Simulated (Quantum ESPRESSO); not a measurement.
# Kohn-Sham bands of Mg$_{2}$Sn (Fm-3m)

```
Mg2Sn
1.0
    0.00000     3.38015     3.38015
    3.38015     0.00000     3.38015
    3.38015     3.38015     0.00000
Mg Sn
2 1
Direct
  0.25000   0.25000   0.25000
  0.75000   0.75000   0.75000
  0.00000   0.00000   0.00000
```

Cell from Materials Project (mp-2343), symmetrised, no further relaxation. COD (Crystallography Open Database) has the formula in 2 space groups, this one among them (matched by group alone). Computed values, not measurements, from PBEsol: Quantum ESPRESSO (norm-conserving PseudoDojo potentials, cutoff 68 Ry, no spin polarisation, no spin-orbit coupling) on a Γ-centred 8×8×8 mesh, then Wannier90. Density: 12×12×12 mesh, Gaussian smearing 0.01 Ry. Spin-orbit coupling is left out although heavy elements are present.

**Question.** List the Kohn-Sham levels between −8 and 3.0 eV relative to the Fermi level at the high-symmetry points, as a band run of pw.x on that density gives them (levels within 2 meV counted together).

**Answer.** 
```json
[
 {"point": "Γ", "k (reciprocal lattice)": "0.000 0.000 0.000", "levels (eV)": "0.03 (×3), 1.37, 2.19 (×3)"},
 {"point": "X", "k (reciprocal lattice)": "0.500 0.000 0.500", "levels (eV)": "-7.33, -4.56, -2.07 (×2), -0.11, 0.14"},
 {"point": "U", "k (reciprocal lattice)": "0.625 0.250 0.625", "levels (eV)": "-7.36, -4.15, -3.52, -1.75, 0.39, 2.62"},
 {"point": "K", "k (reciprocal lattice)": "0.375 0.375 0.750", "levels (eV)": "-7.36, -4.15, -3.52, -1.75, 0.39, 2.62"},
 {"point": "L", "k (reciprocal lattice)": "0.500 0.500 0.500", "levels (eV)": "-7.84, -4.79, -0.80 (×2), 0.68, 2.25 (×2)"},
 {"point": "W", "k (reciprocal lattice)": "0.500 0.250 0.750", "levels (eV)": "-7.30, -3.75 (×2), -2.68, 2.64"}
]
```
